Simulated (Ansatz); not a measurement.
SiB$_{2}$Mo$_{2}$:
```cif
data_B4Mo4Si2
_chemical_formula_sum 'Si2 Mo4 B4'
_space_group_name_H-M_alt 'Cmmm'
_space_group_IT_number 65
_space_group_name_Hall '-C 2 2'
_cell_length_a 3.04533
_cell_length_b 11.08386
_cell_length_c 3.11349
_cell_angle_alpha 90.000
_cell_angle_beta 90.000
_cell_angle_gamma 90.000
loop_
_atom_site_label
_atom_site_type_symbol
_atom_site_symmetry_multiplicity
_atom_site_Wyckoff_symbol
_atom_site_fract_x
_atom_site_fract_y
_atom_site_fract_z
_atom_site_occupancy
Si1 Si 2 a 0.00000 0.00000 0.00000 1
Mo1 Mo 4 j 0.50000 0.13657 0.50000 1
B1 B 4 i 0.00000 0.20688 0.00000 1
```
(The calculation used a cell of 5 atoms; values per cell refer to that cell.)

Relaxed at zero pressure with PBEsol (plane waves, PAW; program Ansatz).

Q: The volume is lowered by 6 % and shape and atoms relax at that volume. What pressure results, and how do the axes share the change?

A: 19.2 GPa; a -1.7 %, b -2.6 %, c -1.9 %; the energy rises by 36 meV/atom.

Q: Give the new structure.

A: 
Space group Cmmm (No. 65); a = 2.9948 Å, b = 10.7970 Å, c = 3.0551 Å, α = 90.00°, β = 90.00°, γ = 90.00°

```json
[
 {"atom": "Si", "site": "2a", "symmetry": "mmm", "x": "0.0000", "y": "0.0000", "z": "0.0000"},
 {"atom": "Mo", "site": "4j", "symmetry": "m2m", "x": "0.5000", "y": "0.1357", "z": "0.5000"},
 {"atom": "B", "site": "4i", "symmetry": "m2m", "x": "0.0000", "y": "0.2054", "z": "0.0000"}
]
```

The phase is kept; no other phase was compared at this pressure.

The start of the workflow was typed in or built on a structure type; neither database checked (COD, Materials Project) lists it. Whether it is the stable phase at ambient conditions was not checked. Symmetry was held in the PBEsol relaxation; whether a distortion lowers the energy is not shown. The run is not spin-polarised.

Potentials: the earlier of the program's two PAW sets. The files were generated under PBE; for other functionals the program regenerates the frozen cores, and for LDA and PBEsol the local potential too.
